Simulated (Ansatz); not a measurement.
A relaxation computed with Ansatz, from input to last step.

```yaml
crystal:
  lattice:
    - [1.4455577691, -2.6019662568, 0.0]
    - [1.4455577691, 2.6019662568, 0.0]
    - [0.0, 0.0, 4.9573514421]
  atoms:
    - { symbol: Au, position: [0.6638258034, 0.3361741966, 0.25] }
    - { symbol: Au, position: [0.3361741966, 0.6638258034, 0.75] }
basis:
  ecutwfc: 500
kpoints:
  mp_grid: { grid: [16, 16, 10] }
hamiltonian:
  xc: r2scan
scf:
  occupations: { method: gaussian, width: 0.1 }
output:
  forces: true
  stress: true
  eigenvalues: true
relax:
  adjacent_minimum: "off"
  f_tol: 0.01
  max_steps: 30
  cell: { stress_tol: 0.1, fix: [volume] }
```

```bash
ansatz run input.yaml --threads 1 --pin off --max-ram 2560MiB --backend cpu --events-out ev --progress --plain --runs-dir out
```

Computed with DFT r2SCAN, scalar-relativistic, plane waves, PAW in Ansatz 0.2.0.

The volume is held at 1.06 times that of the relaxed cell.

Of 4 frames 3 are shown, positions in Å and forces in eV/Å; the SCF threshold varies from step to step. Steps run on the plane waves of an earlier cell, with a Pulay correction in the pressure. The basis is chosen afresh for the last frame, the zero of the energies, and at times for earlier ones too; energy and pressure step there, also at an unchanged geometry.

```xyz
2
Lattice="1.4456 -2.6020 0.0000 1.4456 2.6020 0.0000 0.0000 0.0000 4.9574" Properties=species:S:1:pos:R:3:forces:R:3 pbc="T T T" step=1 free_energy_over_end_meV_per_atom=0.09 pressure_GPa=-7.42
Au    1.4456   -0.8525    1.2393    0.0000   -0.0010    0.0000
Au    1.4456    0.8525    3.7180    0.0000    0.0010    0.0000
2
Lattice="1.4427 -2.6027 0.0000 1.4427 2.6027 0.0000 0.0000 0.0000 4.9656" Properties=species:S:1:pos:R:3:forces:R:3 pbc="T T T" step=2 free_energy_over_end_meV_per_atom=0.02 pressure_GPa=-7.40
Au    1.4427   -0.8530    1.2414    0.0000   -0.0012    0.0000
Au    1.4427    0.8530    3.7242    0.0000    0.0012    0.0000
2
Lattice="1.4380 -2.6055 0.0000 1.4380 2.6055 0.0000 0.0000 0.0000 4.9765" Properties=species:S:1:pos:R:3:forces:R:3 pbc="T T T" step=4 free_energy_over_end_meV_per_atom=0.00 pressure_GPa=-7.36
Au    1.4380   -0.8564    1.2441    0.0000   -0.0001    0.0000
Au    1.4380    0.8564    3.7324    0.0000    0.0001    0.0000
```

Time: 2.3 min on 1 thread of Intel(R) Xeon(R) Processor @ 2.70GHz (shared host), peak memory 0.76 GiB.

Spin–orbit coupling is left out, which can shift energies with elements as heavy as these.